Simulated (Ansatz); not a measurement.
# Two states of TaCr$_{3}$

```yaml
crystal:
  lattice:
    - [0.00000, 3.47003, 0.00000]
    - [3.47003, 0.00000, 0.00000]
    - [1.73501, 1.73501, -3.97828]
  atoms:
    - { symbol: Ta, position: [0.00000, 0.00000, 0.00000] }
    - { symbol: Cr, position: [0.75000, 0.25000, 0.50000] }
    - { symbol: Cr, position: [0.25000, 0.75000, 0.50000] }
    - { symbol: Cr, position: [0.50000, 0.50000, 0.00000] }
```

Single point in Ansatz 0.2.0 with r2SCAN. Cutoff 500 eV, PAW datasets, 6×6×6 Γ-centred k mesh, fermi-dirac filling (width 0.1 eV).

State A: no moments (collinear spin). State B: Cr2 down, Cr3 up (collinear spin).

Question: Compare the two self-consistent states.

Answer: State B is lower by 6.7 meV an atom at zero smearing; in free energy at this smearing B lies -8.7 meV an atom from A. So small a gap isn't resolved on this mesh where a state is a metal.

```
state  free energy (meV/atom)  largest moment in a small sphere (μB)  net moment (μB/cell)  gap on mesh (eV)  pressure (GPa)  largest force (eV/Å)
    A                     8.7                                   0.00                  0.00             metal            31.9                  0.00
    B                     0.0                                   1.65                  0.00             metal            38.8                  0.00
```

Origin: a known structure type with other elements, at an estimated volume, so it need not be a known compound. Caveats: the k mesh is coarse if the cell is a metal; atoms or cell far from equilibrium.
